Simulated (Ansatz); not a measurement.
YAl3: computed property card

YAl3:
```yaml
crystal:
  lattice:
    - [4.24279, 0.00000, 0.00000]
    - [0.00000, 4.24279, 0.00000]
    - [0.00000, 0.00000, 4.24279]
  atoms:
    - { symbol: Y, position: [0.00000, 0.00000, 0.00000] }
    - { symbol: Al, position: [0.00000, 0.50000, 0.50000] }
    - { symbol: Al, position: [0.50000, 0.00000, 0.50000] }
    - { symbol: Al, position: [0.50000, 0.50000, 0.00000] }
```

Space group Pm-3m (No. 221), Cu3Au type; conventional cell a = b = c = 4.2428 Å, α = β = γ = 90.00°.

Method: the program Ansatz at the r²SCAN level (PAW). The cell and atoms are relaxed at this level. Other levels are named where they apply.

**Cell and energy**

Volume per atom: 19.09 Å³
Density: 3.69 g/cm³
Formation energy from the elements (no fitted shifts): -0.45 eV/atom

**Electronic structure**

- Electronic character: metallic (no gap)
- Density of states at the Fermi level: 0.29 states/eV per atom (mean over ±0.08 eV)
- Gap with spin–orbit coupling: none (metallic)

**Mechanics**

- Bulk modulus (Birch–Murnaghan fit): 81.4 GPa
- Pressure derivative B′: 4.3
- Elastic constants (relaxed ions, GPa): C11 = 176, C12 = 35.5, C44 = 71.1
- Mechanical stability: stable (all eigenvalues of C positive)
- Hill bulk and shear moduli: 82.2 and 70.7 GPa
- Young's modulus: 165 GPa
- Poisson's ratio: 0.17
- Debye temperature from the elastic constants: 536 K

**Phonons**

* **Highest zone-centre frequency**: 302 cm⁻¹
* **Zone-centre stability**: no imaginary mode at Γ

**Charges**

- Bader charges = Y +1.26, Al -0.42 e

The workflow started from a Materials Project entry (that database holds measured and hypothetical structures alike); the Crystallography Open Database copy checked does not list it. Whether it is the stable phase at ambient conditions was not checked. The cell was relaxed with r²SCAN under the symmetry of its start. No spin polarisation was allowed. As this level gives no gap, shear constants depend on the k-mesh and smearing (Fermi–Dirac, 0.1 eV here). As this level gives no gap, phonon frequencies hold no LO–TO term and depend on the k-mesh and smearing (Fermi–Dirac, 0.1 eV here). The references are the lowest solids computed at this level, not always the standard phases. Spin–orbit coupling is left out wherever it is not named.

Potentials: the later of the program's two PAW sets.
